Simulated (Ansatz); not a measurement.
MoPd in space group Cmcm (No. 63; Mo on 4c, Pd on 4c) at seven volumes, PBEsol in the plane-wave PAW code Ansatz, shape and atoms relaxed at each. One row is withheld.

```json
[
 {"V (Å³/atom)": "13.466", "P (GPa)": "?"},
 {"V (Å³/atom)": "13.910", "P (GPa)": "18.32"},
 {"V (Å³/atom)": "14.354", "P (GPa)": "8.37"},
 {"V (Å³/atom)": "14.798", "P (GPa)": "0.00"},
 {"V (Å³/atom)": "15.242", "P (GPa)": "-7.01"},
 {"V (Å³/atom)": "15.686", "P (GPa)": "-12.88"},
 {"V (Å³/atom)": "16.130", "P (GPa)": "-17.77"}
]
```

**Question.** Fit the shown pressures and predict the withheld one.

**Answer.** Third-order Birch–Murnaghan: P = (3/2)B₀(x^(7/2) − x^(5/2))[1 + (3/4)(B′ − 4)(x − 1)] with x = (V₀/V)^(2/3). Least squares on the six rows gives V₀ = 14.798 Å³/atom, B₀ = 254.5 GPa, B′ = 4.89. At V = 13.466, x = 1.0649 and P = 30.25 GPa. The run itself gave 30.15 GPa.

The start of the workflow was typed in or built on a structure type; neither database checked (COD, Materials Project) lists it. Whether it is the stable phase at ambient conditions was not checked. Symmetry was held in the PBEsol relaxation; whether a distortion lowers the energy is not shown. The run is not spin-polarised.

Potentials: the later of the program's two PAW sets.
